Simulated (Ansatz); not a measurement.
Question: Name crystals whose computed values (r²SCAN in the plane-wave PAW code Ansatz) fall in these windows: Θ_D (K) 150 to 190; highest Γ mode, no LO–TO term (cm⁻¹) 130 to 170.

Answer: 

```
crystal            Θ_D (K)  highest Γ mode, no LO–TO term (cm⁻¹)
-----------------  -------  ------------------------------------
SnAu, NiAs type        171                                   155
Na, hcp (Mg type)      165                                   137
BiPt, NiAs type        175                                   165
```
Others may fit too.

Not the usual ambient phase: Na, hcp (Mg type). Standing as an ambient phase not checked: SnAu, NiAs type; BiPt, NiAs type. All cells were relaxed under the symmetry of their starts (and spin orders); stability against distortions was not tested throughout. Rows with no word on spin ran without spin polarisation. Spin–orbit coupling is left out wherever it is not named.

Potentials: the later of the program's two PAW sets.
